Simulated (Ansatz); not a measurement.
## Field gradients of SiNi₃ from run to run

Cell of run 1: a computed structure from the Materials Project (it need not be an observed phase), taken as it stands.

```
CELL_PARAMETERS angstrom
3.46374 0.00000 0.00000
0.00000 3.46374 0.00000
0.00000 0.00000 3.46374
ATOMIC_POSITIONS crystal
Si 0.00000 0.00000 0.00000
Ni 0.00000 0.50000 0.50000
Ni 0.50000 0.50000 0.00000
Ni 0.50000 0.00000 0.50000
```

Atom numbers follow the list; atoms alike are taken as one site, whose name carries the number of the first.

All runs are DFT with Ansatz 0.2.0 (plane waves and PAW, scalar-relativistic unless spin–orbit coupling is named, Γ-centred meshes, Fermi–Dirac smearing where given) in this cell. Start moments of run 1 as typed (μB): 1.5 on each Ni, none on the rest.

Run 1: PBE, parallel start moments, atoms as given; 420 eV, 10×10×10 k-points, smearing 0.05 eV.
Run 2: r2SCAN, parallel start moments, atoms as given; 500 eV, 10×10×10 k-points, smearing 0.05 eV.
Run 3: LDA, parallel start moments, atoms as given; 420 eV, 10×10×10 k-points, smearing 0.05 eV.

```csv
run,Ni V_zz (η)
1,-4.98 (0.00)
2,?
3,-5.04 (0.00)
```

V_zz in 10²¹ V/m²; 1 of the 2 sets of like atoms are followed.

Question: Estimate the row of run 2.

Answer: Ni: -5.10 (0.00). It lies nearest to run 3, from whose tensors on these sites it differs by 0.06 at most (largest principal value of the difference, on Ni).

With these PAW files V_zz is typically within 2 to 3 % of all-electron values, but misses above 10 % occur on Ni. In run 2 the program didn't check the stability of the electronic state in full, so a lower one may lie near. In runs 1, 2, 3 there is no gap above 0.1 eV, so the gradients can move by 10 % or more with the k-mesh. In runs 1, 2, 3 the start moments die out. The cell isn't the equilibrium one in runs 1, 3 (calculated pressure 9, -7 GPa), and the entry's cell may itself be off.
